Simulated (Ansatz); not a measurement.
**Notes on CrBrO**

```xyz
6
Lattice="3.9214 0.0000 0.0000 0.0000 3.4235 0.0000 0.0000 0.0000 8.2060" Properties=species:S:1:pos:R:3 pbc="T T T"
Cr    0.0000    1.7117    0.9420
Cr    1.9607    0.0000    7.2639
Br    0.0000    0.0000    2.6907
Br    1.9607    1.7117    5.5152
O     0.0000    0.0000    7.8301
O     1.9607    1.7117    0.3758
```

The numbers come from plane-wave PAW DFT (Ansatz): PBEsol, non-collinear spin, 420 eV, 5×5×3 Γ-centred k points, fermi-dirac occupations (width 0.1 eV). Nothing was relaxed.

Magnetic state (reached from a saved solution, and it need not be the lowest): Cr1 along (0.50, 0.87, 0.00), Cr2 along (0.50, 0.87, 0.00).

Problem. What happens at the Fermi level?

Solution. It is a metal, with about 0.48 states/eV a cell as the mean within 0.25 eV of the Fermi level, mostly Cr d (65 %) and Br p (17 %).

Problem. What does the stress say?

Solution. The pressure is -8.1 GPa (compression positive), so with the atoms held at these fractions the cell would first shrink; the forces are large, so a full relaxation may end otherwise. The principal stresses -10.0, -8.6, -5.5 GPa differ, so its shape would change too.

Problem. How is the charge shared?

Solution. Bader charges in e: Cr +1.58, Br -0.45, O -1.13. In the mean Cr gives up most and O takes most.

Problem. Give the spin moments.

Solution. Cr1 2.92, Cr2 2.92 μB of spin moment in Bader basins; net size 6.00 μB a cell.

Origin: a known structure type with other elements, at an estimated volume, so it need not be a known compound. Caveats: semilocal functionals often miss the gap of such magnets; the k mesh is coarse if the cell is a metal; atoms or cell far from equilibrium.
